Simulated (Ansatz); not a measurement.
Input, command and steps of an Ansatz relaxation.

```yaml
crystal:
  lattice:
    - [-5.61308589, 3.74205726, 1.87102863]
    - [5.61308589, 3.74205726, -1.87102863]
    - [-1.87102863, -3.74205726, -5.61308589]
  atoms:
    - { symbol: Co, position: [0.2936466316, 0.0980454931, 0.4012686102], spin: 3.0 }
    - { symbol: Co, position: [0.3586849425, 0.4556415083, 0.2990875698], spin: 3.0 }
    - { symbol: Co, position: [0.7443239091, 0.2517102457, 0.4996785251], spin: 3.0 }
    - { symbol: Co, position: [0.4522470515, 0.1488977779, 0.1035118841], spin: 3.0 }
    - { symbol: Ni, position: [0.0469177452, 0.3480255138, 0.8974217024], spin: 2.0 }
    - { symbol: Ni, position: [0.5515515216, 0.8534781384, 0.9026436715], spin: 2.0 }
    - { symbol: Ni, position: [0.6073770886, 0.1984746427, 0.8047218241], spin: 2.0 }
    - { symbol: Ni, position: [0.8939297906, 0.2912398122, 0.1990504451], spin: 2.0 }
    - { symbol: Ru, position: [0.1996016568, 0.3991828343, 0.5960769984] }
    - { symbol: Ru, position: [0.2510751427, 0.7551223275, 0.4965622852] }
    - { symbol: Ru, position: [0.7975598969, 0.5980203745, 0.3966510031] }
    - { symbol: Ru, position: [0.501479825, 0.4983755447, 0.0001920078] }
    - { symbol: Os, position: [0.7022927556, 0.8968951555, 0.6010763374] }
    - { symbol: Os, position: [0.4037673466, 0.806247496, 0.2052356817] }
    - { symbol: Os, position: [0.8512919479, 0.9486665652, 0.294923782] }
    - { symbol: Os, position: [0.9479702248, 0.649574032, 0.1003239326] }
    - { symbol: Pt, position: [0.1030235057, 0.698716939, 0.8021903548] }
    - { symbol: Pt, position: [0.1549632507, 0.0536414734, 0.7015797783] }
    - { symbol: Pt, position: [0.6504328159, 0.5507208381, 0.6968701017] }
    - { symbol: Pt, position: [0.9967374489, 0.9966804835, 0.0009927584] }
  symmetry: { detect: false }
basis:
  ecutwfc: 500
kpoints:
  mp_grid: { grid: [3, 3, 2], shift: [0.0, 0.0, 0.5] }
hamiltonian:
  xc: r2scan
scf:
  occupations: { method: gaussian, width: 0.1 }
  lower_state_search: "off"
output:
  forces: true
  stress: true
  eigenvalues: true
  populations: true
magnetization:
  spin_polarized: true
relax:
  adjacent_minimum: "off"
  f_tol: 0.04
  max_steps: 50
  cell: { stress_tol: 0.3 }
```

```bash
ansatz run input.yaml --threads 4 --pin off --max-ram 9216MiB --backend cpu --events-out ev --progress --plain --runs-dir out
```

All numbers below come from DFT r2SCAN, scalar-relativistic, plane waves, PAW in Ansatz 0.2.0.

Of 7 frames 6 are shown, positions in Å and forces in eV/Å; the SCF threshold varies from step to step. Steps run on the plane waves of an earlier cell, with a Pulay correction in the pressure. The basis is chosen afresh for the last frame, the zero of the energies, and at times for earlier ones too; energy and pressure can step there, also at an unchanged geometry. Where two frames share a geometry here, they differ by under 2 meV/atom and 0.3 GPa.

```xyz
20
Lattice="-5.6131 3.7421 1.8710 5.6131 3.7421 -1.8710 -1.8710 -3.7421 -5.6131" Properties=species:S:1:pos:R:3:forces:R:3 pbc="T T T" step=1 free_energy_over_end_meV_per_atom=44.72 pressure_GPa=-0.29
Co   -1.8487   -0.0358   -1.8864   -0.2901    0.8182    0.1533
Co   -0.0154    1.9281   -1.8602    0.2231   -0.2676    0.1277
Co   -3.7000    1.8574   -1.8830   -0.2723   -0.3601    0.5201
Co   -1.8964    1.8622   -0.0134   -0.2442    0.2748   -0.3901
Ni    0.0110   -1.8803   -5.6007    0.1661   -0.2367   -0.1252
Ni    0.0059    1.8800   -5.6315    0.2979    0.0364   -0.3137
Ni   -3.8009    0.0042   -3.7519   -0.2118    0.0798   -0.0141
Ni   -3.7554    3.6901    0.0104    0.3316    0.3670   -0.0824
Ru    0.0050    0.0101   -3.7193    0.7343    0.2380    0.4508
Ru    1.9002    1.9071   -3.7303   -0.7611    0.2641    1.0765
Ru   -1.8622    3.7381   -1.8531    0.6156    0.1917    1.0368
Ru   -0.0178    3.7408    0.0047    0.7207   -0.3577   -0.6521
Os   -0.0323    3.7350   -3.7380    1.7388    0.3138    0.8439
Os    1.8752    3.7599   -1.9051   -1.1020   -0.1019   -0.2668
Os   -0.0052    5.6319   -1.8376    0.1215   -0.7813   -1.0934
Os   -1.8626    5.6027   -0.0048   -1.1855   -0.7020   -0.9293
Pt    1.8428   -0.0017   -5.6173   -1.4251    0.0116    0.5160
Pt   -1.8814   -1.8447   -3.7485   -0.1436    0.8064    0.1096
Pt   -1.8636    1.8871   -3.7250    0.0074   -1.9326    0.7338
Pt   -0.0022    7.4558   -0.0055    0.6787    1.3381   -1.7014
20
Lattice="-5.6102 3.7924 1.8706 5.5627 3.6860 -1.8002 -1.8785 -3.7802 -5.6617" Properties=species:S:1:pos:R:3:forces:R:3 pbc="T T T" step=2 free_energy_over_end_meV_per_atom=6.34 pressure_GPa=-0.17
Co   -1.8908    0.0043   -1.8747   -0.1158    0.4084    0.3638
Co   -0.0284    1.8801   -1.8244   -0.1685   -0.1395   -0.1034
Co   -3.7294    1.8448   -1.8504    0.2250   -0.0221   -0.0635
Co   -1.9224    1.8876   -0.0222   -0.1226    0.0184   -0.1826
Ni    0.0080   -1.9535   -5.6120    0.0228   -0.1302    0.0049
Ni   -0.0388    1.8441   -5.6392    0.0946    0.1440   -0.1809
Ni   -3.8210   -0.0014   -3.7864   -0.2919   -0.0829   -0.0706
Ni   -3.7290    3.7344    0.0018    0.2379    0.0711   -0.0038
Ru    0.0336   -0.0098   -3.6749    0.1065    0.1313    0.3678
Ru    1.7978    1.8806   -3.6297   -0.1786   -0.4432   -0.1425
Ru   -1.8488    3.7255   -1.7925   -0.0507   -0.2978   -0.0534
Ru    0.0263    3.7119   -0.0073   -0.0263    0.2022   -0.1151
Os    0.0020    3.7032   -3.6578   -0.4969    0.1812   -0.4183
Os    1.7608    3.7196   -1.8523    0.3746   -0.1769    0.3235
Os   -0.0494    5.5886   -1.8638   -0.1088    0.0623    0.1045
Os   -1.9461    5.5776   -0.0363    0.2877    0.2055    0.3528
Pt    1.7201   -0.0751   -5.5834    0.7833   -0.0688   -0.2848
Pt   -1.9140   -1.8071   -3.7583   -0.1941   -0.4864   -0.0968
Pt   -1.8939    1.7521   -3.6947   -0.2617    0.5335   -0.2149
Pt   -0.0057    7.5182   -0.0362   -0.1165   -0.1101    0.4128
20
Lattice="-5.6036 3.7766 1.8698 5.5708 3.6962 -1.8070 -1.8819 -3.7753 -5.6541" Properties=species:S:1:pos:R:3:forces:R:3 pbc="T T T" step=3 free_energy_over_end_meV_per_atom=1.37 pressure_GPa=-0.27
Co   -1.9017    0.0236   -1.8560   -0.0371    0.2887    0.1448
Co   -0.0323    1.8765   -1.8331   -0.0725   -0.1076   -0.0595
Co   -3.7196    1.8350   -1.8482    0.1272   -0.0648   -0.0222
Co   -1.9215    1.8827   -0.0328   -0.0984    0.0011   -0.1312
Ni    0.0113   -1.9460   -5.6067    0.0145   -0.0636    0.0252
Ni   -0.0230    1.8490   -5.6515    0.0835    0.0679   -0.1118
Ni   -3.8302   -0.0102   -3.7837   -0.1630   -0.0407   -0.0432
Ni   -3.7104    3.7301    0.0021    0.1402    0.0361    0.0356
Ru    0.0401   -0.0016   -3.6587    0.0387    0.0814    0.1256
Ru    1.7960    1.8668   -3.6347   -0.0936   -0.1838   -0.0079
Ru   -1.8387    3.7097   -1.7926    0.0292   -0.0392    0.0319
Ru    0.0344    3.7158   -0.0139    0.0449    0.0307   -0.0050
Os   -0.0048    3.7114   -3.6739   -0.0587    0.1054   -0.0788
Os    1.7803    3.7083   -1.8468   -0.0169   -0.0611    0.0901
Os   -0.0425    5.5881   -1.8646   -0.0514   -0.0257    0.0074
Os   -1.9235    5.5778   -0.0286    0.0546    0.0520    0.0427
Pt    1.7562   -0.0714   -5.5876    0.1470   -0.0321   -0.0922
Pt   -1.9248   -1.8175   -3.7558   -0.0165   -0.1015   -0.0173
Pt   -1.8999    1.7681   -3.7045   -0.0420    0.1208   -0.0738
Pt    0.0092    7.5140   -0.0352   -0.0299   -0.0637    0.1396
20
Lattice="-5.6026 3.7683 1.8690 5.5734 3.6949 -1.8100 -1.8797 -3.7685 -5.6430" Properties=species:S:1:pos:R:3:forces:R:3 pbc="T T T" step=4 free_energy_over_end_meV_per_atom=0.14 pressure_GPa=0.57
Co   -1.9030    0.0674   -1.8288   -0.0259    0.0194    0.0225
Co   -0.0462    1.8592   -1.8430   -0.0002   -0.0229    0.0668
Co   -3.7045    1.8208   -1.8458    0.0345    0.0122   -0.0294
Co   -1.9378    1.8790   -0.0443    0.0689   -0.0235   -0.0618
Ni    0.0168   -1.9457   -5.5904   -0.0171    0.0063   -0.0009
Ni   -0.0047    1.8527   -5.6687    0.0118    0.0168    0.0146
Ni   -3.8426   -0.0134   -3.7787   -0.0052    0.0061   -0.0421
Ni   -3.6909    3.7348    0.0104    0.0110   -0.0435    0.0136
Ru    0.0483    0.0029   -3.6424   -0.0212   -0.0054   -0.0149
Ru    1.7839    1.8507   -3.6294    0.0588   -0.0200   -0.0568
Ru   -1.8238    3.6998   -1.7885   -0.0803    0.0253    0.0034
Ru    0.0446    3.7089   -0.0090   -0.0294   -0.0487   -0.0677
Os   -0.0028    3.7181   -3.6786    0.0183   -0.0041    0.0330
Os    1.7708    3.6853   -1.8395    0.0268    0.0348    0.0412
Os   -0.0376    5.5820   -1.8646   -0.0200   -0.0050    0.0319
Os   -1.9158    5.5789   -0.0396   -0.0228    0.0173    0.0585
Pt    1.7670   -0.0731   -5.5859    0.0075   -0.0023    0.0170
Pt   -1.9315   -1.8113   -3.7372    0.0284    0.0024   -0.0407
Pt   -1.8967    1.7700   -3.7124   -0.0031    0.0172    0.0178
Pt    0.0178    7.5026   -0.0292   -0.0406    0.0174   -0.0059
20
Lattice="-5.6042 3.7689 1.8724 5.5776 3.6994 -1.8131 -1.8828 -3.7720 -5.6554" Properties=species:S:1:pos:R:3:forces:R:3 pbc="T T T" step=5 free_energy_over_end_meV_per_atom=0.03 pressure_GPa=-0.41
Co   -1.9077    0.0701   -1.8291    0.0139   -0.0112   -0.0060
Co   -0.0430    1.8581   -1.8428    0.0072    0.0020   -0.0011
Co   -3.7032    1.8194   -1.8523   -0.0128   -0.0006   -0.0075
Co   -1.9295    1.8743   -0.0601    0.0108    0.0019    0.0186
Ni    0.0123   -1.9445   -5.6008   -0.0031   -0.0191    0.0072
Ni    0.0008    1.8555   -5.6817   -0.0239   -0.0086    0.0144
Ni   -3.8495   -0.0130   -3.7943    0.0132   -0.0122    0.0136
Ni   -3.6925    3.7264    0.0115    0.0045    0.0162   -0.0112
Ru    0.0480    0.0028   -3.6495   -0.0090    0.0053   -0.0069
Ru    1.7925    1.8525   -3.6381   -0.0303    0.0144    0.0178
Ru   -1.8325    3.7075   -1.7942    0.0391    0.0035    0.0133
Ru    0.0388    3.7093   -0.0157    0.0264    0.0040    0.0207
Os    0.0001    3.7204   -3.6791    0.0002    0.0153   -0.0194
Os    1.7746    3.6919   -1.8383   -0.0355   -0.0157   -0.0258
Os   -0.0401    5.5863   -1.8656   -0.0190   -0.0022   -0.0027
Os   -1.9186    5.5821   -0.0319    0.0134    0.0036   -0.0434
Pt    1.7680   -0.0728   -5.5942   -0.0083    0.0166   -0.0073
Pt   -1.9310   -1.8117   -3.7507    0.0080    0.0044    0.0156
Pt   -1.8952    1.7706   -3.7201   -0.0003   -0.0032    0.0014
Pt    0.0187    7.5069   -0.0272    0.0054   -0.0146    0.0086
20
Lattice="-5.6028 3.7680 1.8715 5.5760 3.6983 -1.8127 -1.8810 -3.7706 -5.6496" Properties=species:S:1:pos:R:3:forces:R:3 pbc="T T T" step=7 free_energy_over_end_meV_per_atom=0.00 pressure_GPa=0.02
Co   -1.9059    0.0698   -1.8279   -0.0014   -0.0007    0.0009
Co   -0.0425    1.8577   -1.8397    0.0009   -0.0022   -0.0020
Co   -3.7031    1.8205   -1.8509   -0.0010   -0.0014   -0.0005
Co   -1.9278    1.8746   -0.0562   -0.0017   -0.0005   -0.0054
Ni    0.0143   -1.9467   -5.5956    0.0003    0.0074   -0.0049
Ni   -0.0019    1.8548   -5.6746    0.0003    0.0029    0.0004
Ni   -3.8445   -0.0147   -3.7892   -0.0041    0.0007    0.0011
Ni   -3.6901    3.7276    0.0107   -0.0030   -0.0016    0.0036
Ru    0.0474    0.0039   -3.6466   -0.0015   -0.0037   -0.0026
Ru    1.7893    1.8528   -3.6356    0.0016   -0.0020   -0.0003
Ru   -1.8286    3.7054   -1.7912   -0.0047    0.0005   -0.0022
Ru    0.0418    3.7085   -0.0135    0.0049    0.0015   -0.0082
Os    0.0003    3.7204   -3.6792    0.0041    0.0009    0.0023
Os    1.7725    3.6906   -1.8392    0.0039   -0.0024   -0.0005
Os   -0.0397    5.5851   -1.8646   -0.0018    0.0013    0.0052
Os   -1.9175    5.5818   -0.0351    0.0012    0.0006    0.0009
Pt    1.7669   -0.0708   -5.5906    0.0040   -0.0035    0.0023
Pt   -1.9293   -1.8117   -3.7452   -0.0059    0.0016    0.0018
Pt   -1.8955    1.7712   -3.7159    0.0010    0.0021    0.0083
Pt    0.0181    7.5043   -0.0277    0.0028   -0.0013   -0.0001
```

The run took 7.8 min on 4 threads of AMD EPYC 9R45 96-Core Processor (Zen 5), on a shared host, peak memory 2.9 GiB.

The state reached may not be the lowest one. The k mesh is coarse. Spin-orbit coupling is left out, which matters for the bands of heavy elements.